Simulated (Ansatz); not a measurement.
Sn:
```cif
data_Sn6
_chemical_formula_sum 'Sn6'
_space_group_name_H-M_alt 'P 1'
_space_group_IT_number 1
_cell_length_a 7.01711
_cell_length_b 7.01711
_cell_length_c 7.01711
_cell_angle_alpha 109.471
_cell_angle_beta 109.471
_cell_angle_gamma 109.471
loop_
_space_group_symop_operation_xyz
  'x, y, z'
loop_
_atom_site_label
_atom_site_type_symbol
_atom_site_fract_x
_atom_site_fract_y
_atom_site_fract_z
_atom_site_occupancy
Sn1 Sn 0.50000 0.75000 0.25000 1
Sn2 Sn 0.25000 0.50000 0.75000 1
Sn3 Sn 0.75000 0.50000 0.25000 1
Sn4 Sn 0.50000 0.25000 0.75000 1
Sn5 Sn 0.25000 0.75000 0.50000 1
Sn6 Sn 0.75000 0.25000 0.50000 1
```

Relaxed with r²SCAN.

Question: Tabulate the valence density and the electron localisation function along the shortest Sn–Sn contact (2.86 Å), plane-wave PAW r²SCAN (Ansatz code).

Answer: 

```
distance from Sn (Å)  density (e/Å³)   ELF
--------------------  --------------  ----
0.29                            9.76  0.00
0.43                            6.92  0.02
0.57                            4.17  0.08
0.72                            2.09  0.18
0.86                            0.94  0.27
1.00                            0.53  0.35
1.15                            0.42  0.46
1.29                            0.36  0.61
1.43                            0.35  0.68
1.58                            0.36  0.61
1.72                            0.42  0.46
1.86                            0.53  0.35
2.01                            0.94  0.27
2.15                            2.09  0.18
2.29                            4.17  0.08
2.43                            6.92  0.02
2.58                            9.76  0.00
```

The density is the valence pseudo-density with augmentation charge, so density and ELF within about 1 Å of a nucleus are not all-electron values.

Space group Im-3m. The start of the workflow was typed in or built on a structure type; the Crystallography Open Database copy checked does not list it. It is not the phase usual at ambient conditions (space group No. 141). Symmetry was held in the r²SCAN relaxation; whether a distortion lowers the energy is not shown. The volume moved by 33 % from the start of the relaxation. Spin–orbit coupling is left out wherever it is not named.

Potentials: the earlier of the program's two PAW sets.
